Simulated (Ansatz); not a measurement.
Sc3Al:
```yaml
crystal:
  lattice:
    - [4.42610, 0.00000, 0.00000]
    - [0.00000, 4.42610, 0.00000]
    - [0.00000, 0.00000, 4.42610]
  atoms:
    - { symbol: Sc, position: [0.50000, 0.00000, 0.50000] }
    - { symbol: Sc, position: [0.00000, 0.50000, 0.50000] }
    - { symbol: Sc, position: [0.50000, 0.50000, 0.00000] }
    - { symbol: Al, position: [0.00000, 0.00000, 0.00000] }
```

Relaxed with r²SCAN.

**Question.** Map the electron localisation function on the plane through (0.500, 0.000, 0.500) spanned by u = [1, 1, 0] and v = [1, 0, 1] in lattice vectors, from plane-wave PAW r²SCAN (Ansatz code).

**Answer.** x is the fraction of u, y of v (the angle between them is 60°; rows are the nearest grid lines); atoms in the plane: Sc at (0.00, 0.00), Sc at (0.50, 0.00), Sc at (0.50, 0.50), Al at (0.00, 0.50).
```
|01797101100499500599400110179710|
|11699301210169831389610110039961|
|99999511243113799999730133201599|
|79997311255410258998620135420147|
|24553101256641012455311146653112|
|32100001233443211000112468888753|
|75432211111111111122234678999987|
|88765432100010001134567889999998|
|78998863101467752002578999876567|
|36899874102699998410268999752113|
|01589985103799889951137899730000|
|11027997411699301698312689850031|
|13005898621389610399611479972011|
|00003799873115998899730158998510|
|31125799986201489999620147899863|
|76567899987520025776410136889987|
|89999998876543110001000123456788|
|78999987643222111111111111223457|
|35788886421100011234433210000123|
|21135664111355421014665210135542|
|74102453102689985201455211379997|
|99510233103799999731134211599999|
|16993001101698313896101210399611|
|01797101100499500599400110179710|
```
Scale: ten equal steps from 0.020 (start of '0') to 0.763 (end of '9'), in the order '0123456789'; x runs from 0.000 to 1.00, y from 0.000 (bottom) to 1.00 (top).

The density is the valence pseudo-density with augmentation charge, so density and ELF within about 1 Å of a nucleus are not all-electron values.

Space group Pm-3m (Cu3Au type). The first step of the workflow began from a Materials Project structure, measured or hypothetical; the Crystallography Open Database copy checked does not list it. Its standing as an ambient phase is unchecked. The cell was relaxed with r²SCAN under the symmetry of its start; whether a distortion lowers the energy is not shown. The run is not spin-polarised.

Potentials: the later of the program's two PAW sets.
